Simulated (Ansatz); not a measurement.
Hf₅Si₃ in space group P6_3/mcm (No. 193; Hf on 6g, Hf on 4d, Si on 6g) at seven volumes, DFT-r²SCAN in the program Ansatz with PAW potentials, shape and atoms relaxed at each. One row is withheld.

| V (Å³/atom) | P (GPa) |
|---|---|
| 16.685 | 16.71 |
| 17.235 | 10.30 |
| 17.785 | 4.77 |
| 18.335 | 0.00 |
| 18.886 | ? |
| 19.436 | -7.60 |
| 19.986 | -10.61 |

Task: Fit the shown pressures and predict the withheld one.

Result: P = (3/2)B₀(x^(7/2) − x^(5/2))[1 + (3/4)(B′ − 4)(x − 1)] with x = (V₀/V)^(2/3). Least squares on the six rows gives V₀ = 18.337 Å³/atom, B₀ = 147 GPa, B′ = 4.01. At V = 18.886, x = 0.9805 and P = -4.09 GPa. The run itself gave -4.09 GPa.

The first step of the workflow began from a Materials Project structure, measured or hypothetical; the Crystallography Open Database copy checked does not list it. Whether it is the stable phase at ambient conditions was not checked. The r²SCAN relaxation kept the symmetry of its start; its stability against distortions is not shown here. No spin polarisation was allowed. Scalar-relativistic: spin–orbit coupling is off unless named, which matters more the heavier the elements.

Potentials: the later of the program's two PAW sets.
